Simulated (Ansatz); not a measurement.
# Two-dimensional strain map in Mg2NCl

The calculation used DFT LDA, scalar-relativistic, plane waves, PAW (Ansatz). The runs took a 420 eV cutoff, a Γ-centred 9×9×9 mesh and Gaussian smearing (0.05 eV). No spin polarisation. Energies are free energies at this smearing, counted from the undisturbed cell; pressure is positive in compression.

Reference structure (as given, not relaxed at this level; it stands at -6.0 GPa, and it needn't be the usual structure):

```
Mg N Cl
1.0
     1.66067    0.95879    6.00298
    -1.66067    0.95879    6.00298
     0.00000   -1.91757    6.00298
Mg N Cl
2 1 1
Direct
  0.22282 0.22282 0.22282
  0.77719 0.77719 0.77719
  0.50000 0.50000 0.50000
  0.00000 0.00000 0.00000
```

The cell is strained by p along both x and y and by q along z, fractional coordinates fixed. Points are written (p, q).

Energy above the undisturbed cell in meV/atom (a dash: not computed):

| p \ q | -0.050 | -0.025 | 0.000 | 0.025 | 0.050 |
| --- | --- | --- | --- | --- | --- |
| -0.050 | 14.3 | 2.7 | 2.7 | 13.3 | 33.6 |
| -0.025 | -12.0 | – | -14.3 | – | 22.4 |
| 0.000 | -5.6 | -7.6 | 0.0 | 16.5 | 41.2 |
| 0.025 | 27.7 | – | 39.9 | – | 84.7 |
| 0.050 | 83.0 | 87.9 | 100.8 | 121.1 | 148.4 |

Pressure in GPa:

```
 p \ q  -0.050  -0.025  0.000  0.025  0.050
-0.050    10.4     7.3    4.6    2.2    0.1
-0.025     3.3       –   -1.4      –   -4.9
 0.000    -2.2    -4.2   -6.0   -7.5   -8.8
 0.025    -6.5       –   -9.5      –  -11.7
 0.050    -9.8   -11.1  -12.2  -13.1  -13.9
```

Gap on the k-mesh in eV:

```
 p \ q  -0.050  -0.025  0.000  0.025  0.050
-0.050    3.29    2.86   2.43   2.02   1.61
-0.025    3.05       –   2.33      –   1.61
 0.000    2.77    2.47   2.16   1.86   1.55
 0.025    2.47       –   1.96      –   1.44
 0.050    2.17    1.95   1.74   1.52   1.30
```